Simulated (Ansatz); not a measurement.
Ca (hcp (Mg type), space group No. 194) at seven volumes, r²SCAN in the plane-wave PAW code Ansatz, shape and atoms relaxed at each. One row is withheld.

```
V (Å³/atom)  P (GPa)
-----------  -------
39.508          1.93
40.810          1.21
42.113          0.57
43.415          0.00
44.718         -0.50
46.020         -0.94
47.323             ?
```

Task: Fit the shown pressures and predict the withheld one.

Result: Third-order Birch–Murnaghan: P = (3/2)B₀(x^(7/2) − x^(5/2))[1 + (3/4)(B′ − 4)(x − 1)] with x = (V₀/V)^(2/3). Least squares on the six rows gives V₀ = 43.421 Å³/atom, B₀ = 17.73 GPa, B′ = 3.07. At V = 47.323, x = 0.9442 and P = -1.33 GPa. The run itself gave -1.33 GPa.

Space group P6_3/mmc (hcp (Mg type)). The workflow started from an entry of the Crystallography Open Database (COD, 723 K), which files this formula under 3 space groups. It is not the phase usual at ambient conditions (space group No. 225). Symmetry was held in the r²SCAN relaxation; its stability against distortions is not shown here.

Potentials: the earlier of the program's two PAW sets. The files were generated under PBE; for other functionals the program regenerates the frozen cores, and for LDA and PBEsol the local potential too.
